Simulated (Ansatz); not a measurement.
A distorted cell of TiC (rock salt):

```
CELL_PARAMETERS angstrom
      0.00000     2.14648     2.14648
      2.14648     0.00000     2.14648
      2.14648     2.14648     0.00000
ATOMIC_POSITIONS crystal
  C  0.00000 0.00000 0.00000
  Ti 0.54007 0.45993 0.45993
```

Computed with PBEsol (plane waves to 420 eV, PAW, scalar-relativistic; Ansatz, an electronic-structure program). k mesh 15×15×15 (Γ-centred), Fermi-Dirac smearing 0.05 eV. The energy includes the smearing's −TS. Compression counts positive. With partly filled bands, energies and forces of such displacements shift with the k mesh and the smearing. The PAW data are Ansatz's earlier set. TiC is run without spin polarisation. TiC was relaxed with its symmetry unable to fall.

Problem. What forces act on the atoms (eV/Å, Cartesian)?

Solution. 
```tsv
atom	Fx	Fy	Fz
C1	-1.809	0.000	0.000
Ti2	1.809	0.000	0.000
```

Problem. Give the stress tensor in GPa and the pressure.

Solution. 
```
   10.5      0.0      0.0
    0.0      0.5      0.0
    0.0      0.0      0.5
```
The pressure, a third of the trace, is 3.8 GPa.

Problem. In it atom 2 sits (-0.172, 0.000, 0.000) Å away from its relaxed site. What is its energy relative to the relaxed cell?

Solution. 150 meV/cell.

(For displaced atoms, the force is minus the slope of the energy, and its curvature is a force constant, which sets phonon frequencies.)
